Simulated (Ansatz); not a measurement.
Fcc Ag (111), 5 layers, DFT, PBE, all-electron LAPW, scalar-relativistic (Ansatz 0.2.0), on 2 threads of Intel(R) Xeon(R) Platinum 8488C (Sapphire Rapids) (shared host).

Command: `ansatz run input.yaml --threads 2 --pin off --max-ram 4096MiB --backend cpu --events-out ev --progress --plain --runs-dir out`

```yaml
crystal:
  lattice:
    - [2.932282945, 0.0, 0.0]
    - [-1.4661414725, 2.5394315215, 0.0]
    - [0.0, 0.0, 25.5768]
  atoms:
    - { symbol: Ag, position: [0.8333333333, 0.1666666667, 0.3142252351] }
    - { symbol: Ag, position: [0.1666666667, 0.8333333333, 0.4073356663] }
    - { symbol: Ag, position: [0.5, 0.5, 0.5000000004] }
    - { symbol: Ag, position: [0.8333333333, 0.1666666667, 0.5926643334] }
    - { symbol: Ag, position: [0.1666666667, 0.8333333333, 0.6857747647] }
kpoints:
  mp_grid: { grid: [14, 14, 1] }
scf:
  occupations: { method: fermi_dirac, width: 0.05 }
hamiltonian:
  xc: pbe
  pseudopotentials: { kind: all_electron, lapw: { basis_error: 0.001 } }
output:
  forces: true
  stress: true
  eigenvalues: true
relax:
  f_tol: 0.01
  max_steps: 12
efield:
  axis: 3
  amplitude: 0
  dipole_correction: true
```

(1) How large is the problem that the program sets up?

(2) About how long does it take, and how much memory?

Results:

(1) 24 irreducible k-points, 1735 plane waves at Γ, 57 bands.

(2) 88 s of wall time for 11 SCF iterations over 1 geometries, with a peak of 0.77 GiB. Times on shared machines scatter by tens of per cent.
